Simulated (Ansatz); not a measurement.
Data:

ZrCu:
Space group P2₁/m (No. 11); a = 3.2770 Å, b = 4.1257 Å, c = 5.2989 Å, α = 90.00°, β = 103.40°, γ = 90.00°

```
atom  site  symmetry       x       y       z
----  ----  --------  ------  ------  ------
Zr      2e         m  0.3615  0.7500  0.2019
Cu      2e         m  0.0638  0.7500  0.6439
```

This is the r²SCAN-relaxed structure.

Q: All from r²SCAN in the plane-wave PAW code Ansatz, unless another level is named. Give the density of states at the Fermi level.

A: 0.82 states/eV per atom (mean over ±0.08 eV).

Q: Next, the formation energy from the elements (no fitted shifts)?

A: -0.14 eV/atom.

Q: What about the gap with spin–orbit coupling?

A: none (metallic).

Space group P2_1/m. The first step of the workflow began from a Materials Project structure, measured or hypothetical; the Crystallography Open Database copy checked does not list it. Whether it is the stable phase at ambient conditions was not checked. The cell was relaxed with r²SCAN under the symmetry of its start; its stability against distortions is not shown here. The run is not spin-polarised. Axis ratios of metals converge slowly with the k-mesh, so a and c are less sure than the volume. The references are the lowest solids computed at this level, not always the standard phases. Spin–orbit coupling is left out wherever it is not named.

Potentials: the later of the program's two PAW sets.
